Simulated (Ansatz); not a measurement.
NaCl (rock salt)

```cif
data_Cl4Na4
_chemical_formula_sum 'Na4 Cl4'
_space_group_name_H-M_alt 'Fm-3m'
_space_group_IT_number 225
_space_group_name_Hall '-F 4 2 3'
_cell_length_a 5.60774
_cell_length_b 5.60774
_cell_length_c 5.60774
_cell_angle_alpha 90.000
_cell_angle_beta 90.000
_cell_angle_gamma 90.000
loop_
_atom_site_label
_atom_site_type_symbol
_atom_site_symmetry_multiplicity
_atom_site_Wyckoff_symbol
_atom_site_fract_x
_atom_site_fract_y
_atom_site_fract_z
_atom_site_occupancy
Na1 Na 4 a 0.00000 0.00000 0.00000 1
Cl1 Cl 4 b 0.50000 0.50000 0.50000 1
```
(The calculation used a cell of 2 atoms; values per cell refer to that cell.)

Two coordinates are scanned: the volume, and the ratio of the stretch along z (the conventional c axis) to the stretch across it. Atoms keep their fractional coordinates.

Calculation: r2SCAN (plane waves to 500 eV, PAW, scalar-relativistic; Ansatz, a program for electronic structure). k mesh 10×10×10 (Γ-centred), Fermi-Dirac smearing 0.05 eV. Compression counts positive. NaCl was relaxed with its symmetry unable to fall.

Changes of σzz (GPa) from the point V/V₀ = 1.000, (c/a)/(c/a)₀ = 1.000 when one coordinate moves alone (two changes are said to add if the coupling is within 5 % of the smaller one, nearly so within 20 %):

```csv
point,change
"V/V₀ = 1.000, (c/a)/(c/a)₀ = 0.880",6.67
"V/V₀ = 1.000, (c/a)/(c/a)₀ = 0.940",2.51
"V/V₀ = 0.920, (c/a)/(c/a)₀ = 1.000",2.79
"V/V₀ = 0.960, (c/a)/(c/a)₀ = 1.000",1.24
"V/V₀ = 1.040, (c/a)/(c/a)₀ = 1.000",-0.98
"V/V₀ = 1.080, (c/a)/(c/a)₀ = 1.000",-1.77
"V/V₀ = 1.000, (c/a)/(c/a)₀ = 1.060",-1.46
"V/V₀ = 1.000, (c/a)/(c/a)₀ = 1.120",-2.24
```

What is the change at V/V₀ = 0.960, (c/a)/(c/a)₀ = 0.880, where both move, and how far is it from the sum?

The sum of the single changes is 1.24 + (6.67) = 7.91; the calculation gives 9.24, so the coupling contributes 1.33 (over 20 % of the smaller single change, not additive).

Do the two effects add at V/V₀ = 0.920, (c/a)/(c/a)₀ = 1.060? Give the computed change.

The sum of the single changes is 2.79 + (-1.46) = 1.33; the calculation gives 0.48, so the coupling contributes -0.85 (over 20 % of the smaller single change, not additive).

(A scan under strain: stresses follow from slopes of the energy per volume, elastic moduli from its curvatures.)
